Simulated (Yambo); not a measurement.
## How GW settings move the gap: Zn₃PBr₃

G0W0@PBEsol for Zn3PBr3 (space group Pm, No. 6) in Yambo. Reference settings: 2×4×2 Γ-centred k mesh, bands 13 to 209 and a 6 Ry block in the screening, 209 bands in G with the Bruneval-Gonze terminator, plasmon pole fitted at 27.2 eV. The PBEsol gap Γ → Γ on this mesh is 1.63 eV; G0W0 gaps are taken between the same points.

```json
[
 {"change from the reference": "reference settings", "G0W0 gap Γ → Γ (eV)": "2.98", "shift of the valence edge (eV)": "-0.77", "rough Yambo cost": "1"},
 {"change from the reference": "92 bands in W, 92 bands in G", "G0W0 gap Γ → Γ (eV)": "3.05", "shift of the valence edge (eV)": "-0.51", "rough Yambo cost": "about 1/3"},
 {"change from the reference": "92 bands in G", "G0W0 gap Γ → Γ (eV)": "2.98", "shift of the valence edge (eV)": "-0.67", "rough Yambo cost": "–"},
 {"change from the reference": "109 bands in W", "G0W0 gap Γ → Γ (eV)": "3.02", "shift of the valence edge (eV)": "-0.64", "rough Yambo cost": "about 1/2"},
 {"change from the reference": "2 Ry block", "G0W0 gap Γ → Γ (eV)": "2.80", "shift of the valence edge (eV)": "-0.49", "rough Yambo cost": "about 1/2"},
 {"change from the reference": "pole fitted at 15 eV", "G0W0 gap Γ → Γ (eV)": "2.96", "shift of the valence edge (eV)": "-0.70", "rough Yambo cost": "–"},
 {"change from the reference": "1×2×1 mesh", "G0W0 gap Γ → Γ (eV)": "2.70", "shift of the valence edge (eV)": "-0.57", "rough Yambo cost": "about 1/20"},
 {"change from the reference": "92 bands in G, no terminator", "G0W0 gap Γ → Γ (eV)": "2.92", "shift of the valence edge (eV)": "-0.20", "rough Yambo cost": "–"},
 {"change from the reference": "142 bands in G, no terminator", "G0W0 gap Γ → Γ (eV)": "2.94", "shift of the valence edge (eV)": "-0.49", "rough Yambo cost": "–"},
 {"change from the reference": "no terminator", "G0W0 gap Γ → Γ (eV)": "2.95", "shift of the valence edge (eV)": "-0.64", "rough Yambo cost": "–"}
]
```

The reference isn't shown to be the converged limit. Costs are rough (shared machines), scaled to the same edge states, and given only for runs that recompute the screening.

Spin-orbit splittings are left out.

Geometry of the Materials Project entry, not relaxed at this level; primitive cell a = 6.5971 Å, b = 4.0066 Å, c = 6.9334 Å, α = γ = 90.00°, β = 90.63°.

The structure is a Materials Project entry; no match was found in the copy of COD used, and its stability was not checked.

A shift is the quasiparticle energy of the state minus its PBEsol energy.
